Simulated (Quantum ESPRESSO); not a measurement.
## Calculated data, Ti2InSn2Mo2Au (simulated cell), Ti2InSn2Mo2Pd (simulated cell)

Computed with Quantum ESPRESSO 7.5. Calculation on a made-up metal alloy cell, not a measurement: no spin or spin-orbit, unrelaxed, 2900 K smearing, stress positive in tension, cell energy less fitted offsets; periodic Kohn-Sham density functional theory in plane waves with PseudoDojo standard norm-conserving scalar-relativistic pseudopotentials, each functional with its own files (v0.5 for PBE, v0.4.1 for LDA and PBEsol), eight atoms on drawn sites of a strained close-packed or body-centred lattice, each displaced and held fixed; the energy is the cell's free energy, ions and the entropy term -TS included, at the stated Fermi-Dirac width, less a fixed offset for each atom's element (shifted free energy); compositions with an open d shell lost a parallel starting moment in a cheaper test run, and other magnetic orders were not tried; an error bar is the largest change of its kind in a tighter rerun, never given below 0.002 eV, 0.02 GPa or 0.003 eV/angstrom, and covers cutoff and k-mesh only, not smearing or the files.

Common to all runs: lattice type face-centred cubic; functional pbe; cutoff 1143 eV; fermi dirac smearing 0.25 eV; electrons removed 0; run command mpirun -np 4 pw.x -nk 4 -in in; run processor Intel Xeon, 2023 or later, virtual cores; k mesh 8 x 5 x 3 shifted half a step off Gamma on each axis.

Notes on all entries: the tin pseudopotential is less sure than most, with forces differing by about three percent from a second method on plain tin; a spin test at this wide smearing found no moment, but such smearing suppresses magnetism that the real alloy may have; lattice, volume and sites are drawn at random and may be unstable or far from any real phase; energies are for the whole cell, less offsets fitted to these runs, so they are not formation energies; error bars: energy 0.0033 eV, stress 0.073 GPa, force 0.012 eV/Å, from a tighter rerun of a related cell, whose elements or sites may differ.

(1) Ti2InSn2Mo2Au (simulated cell)

```
Ti2InSn2Mo2Au
1.0
      0.0000    -2.1289    -2.1289
     -4.2579     2.1289    -2.1289
      6.3868     6.3868    -4.2579
Mo Ti In Sn Mo Au Sn
1 2 1 1 1 1 1
Direct
  0.02661 0.03123 0.01009
  0.05981 0.37698 0.25405
  0.23800 0.73324 0.52029
  0.35232 0.10125 0.75377
  0.54097 0.51293 0.00622
  0.59671 0.85873 0.25941
  0.71887 0.27787 0.50077
  0.85075 0.61305 0.75101
```

* entropy term negative ts: -1.784 eV
* pressure: -0.09719 GPa
* stress xx: 1.4 GPa
* stress yy: -0.92 GPa
* stress zz: -0.19 GPa
* stress yz: -0.58 GPa
* stress xz: 0.09423 GPa
* stress xy: -0.25 GPa
* shifted free energy: 0.386 eV

Atoms:
```tsv
atoms element	atom site	atom energy offset (eV)
Mo	1	-1911.95
Ti	2	-1615.4
Ti	3	-1615.4
In	4	-1808.02
Sn	5	-2144.16
Mo	6	-1911.95
Au	7	-4032.82
Sn	8	-2144.16
```

Forces:
```tsv
site	x (eV/Å)	y (eV/Å)	z (eV/Å)
1	0.944	0.282	-0.607
2	0.651	0.003	-0.275
3	-1.757	-0.761	0.858
4	-0.283	0.053	-0.175
5	0.672	1.286	-0.784
6	-0.173	0.227	-0.053
7	0.261	-0.948	1.005
8	-0.314	-0.142	0.031
```

Notes: heavy elements are run without spin-orbit coupling, which real alloys of them have; 18 SCF iterations, 269 s of wall time on a shared machine.

(2) Ti2InSn2Mo2Pd (simulated cell)

```
Ti2InSn2Mo2Pd
1.0
      0.0000    -2.1289    -2.1289
     -4.2579     2.1289    -2.1289
      6.3868     6.3868    -4.2579
Mo Ti In Sn Mo Pd Sn
1 2 1 1 1 1 1
Direct
  0.02661 0.03123 0.01009
  0.05981 0.37698 0.25405
  0.23800 0.73324 0.52029
  0.35232 0.10125 0.75377
  0.54097 0.51293 0.00622
  0.59671 0.85873 0.25941
  0.71887 0.27787 0.50077
  0.85075 0.61305 0.75101
```

* entropy term negative ts: -1.853 eV
* pressure: -2.18 GPa
* stress xx: 3.64 GPa
* stress yy: 1.11 GPa
* stress zz: 1.81 GPa
* stress yz: -0.88 GPa
* stress xz: 0.01793 GPa
* stress xy: -0.19 GPa
* shifted free energy: 0.654 eV

Atoms:
```tsv
atoms element	atom site	atom energy offset (eV)
Mo	1	-1911.95
Ti	2	-1615.4
Ti	3	-1615.4
In	4	-1808.02
Sn	5	-2144.16
Mo	6	-1911.95
Pd	7	-3687.45
Sn	8	-2144.16
```

Forces:
```tsv
site	x (eV/Å)	y (eV/Å)	z (eV/Å)
1	0.934	0.284	-0.608
2	0.773	0.083	-0.35
3	-1.493	-0.963	1.039
4	-0.567	-0.059	-0.06
5	0.659	1.248	-0.741
6	-0.153	0.28	-0.09
7	0.177	-0.519	0.572
8	-0.33	-0.353	0.239
```

Notes: 22 SCF iterations, 312 s of wall time on a shared machine.
